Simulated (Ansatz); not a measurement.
## ¹³⁹La fingerprints of the forms of La₂MgSe₄

The numbers come from a DFT calculation in Ansatz (r2SCAN, plane waves and PAW, scalar-relativistic, 500 eV cutoff). Q(¹³⁹La) = 206.0 mb, I = 7/2. The cells come from the Materials Project (computed, not necessarily observed phases), with the atoms as given. Forces reach 0.2 eV/Å in them. Spin–orbit coupling is left out, which moves gradients at and beside heavy atoms (La) by some per cent and at some sites by far more.

Q: Rank the structures by their largest ¹³⁹La |C_Q|, smallest first.
A. Pnma, 28 atoms in the cell run; La sites: (1) 6 Se at 3.00–3.05 Å. (2) 6 Se at 2.98–3.07 Å.
B. I-42d, 14 atoms in the cell run; La site: 8 Se at 2.94–3.40 Å
C. Fd-3m, 14 atoms in the cell run; La site: 6 Se at 3.02 Å

A: C (12.2 MHz), A (21.3 MHz), B (49.0 MHz).
